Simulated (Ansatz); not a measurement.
InAgTe$_{2}$ in space group R-3m (No. 166; In on 3b, Ag on 3a, Te on 6c) at seven volumes, LDA (plane waves, PAW; program Ansatz), shape and atoms relaxed at each. One row is withheld.

```csv
V (Å³/atom),P (GPa)
22.985,8.21
23.742,4.96
24.500,?
25.258,0.00
26.016,-1.88
26.773,-3.44
27.531,-4.73
```

Task: Fit the shown pressures and predict the withheld one.

Result: Third-order Birch–Murnaghan: P = (3/2)B₀(x^(7/2) − x^(5/2))[1 + (3/4)(B′ − 4)(x − 1)] with x = (V₀/V)^(2/3). Least squares on the six rows gives V₀ = 25.257 Å³/atom, B₀ = 68.42 GPa, B′ = 5.11. At V = 24.500, x = 1.0205 and P = 2.25 GPa. The run itself gave 2.26 GPa.

The first step of the workflow began from a Materials Project structure, measured or hypothetical; the Crystallography Open Database copy checked does not list it. COD files the formula under space group No. 122. With In and Ag taken as one species the cell has the higher symmetry Fm-3m, so it may be an ordered model of a mixed-site phase. Its standing as an ambient phase is unchecked. Symmetry was held in the LDA relaxation; its stability against distortions is not shown here. No spin polarisation was allowed. Spin–orbit coupling is left out wherever it is not named.

Potentials: the later of the program's two PAW sets.
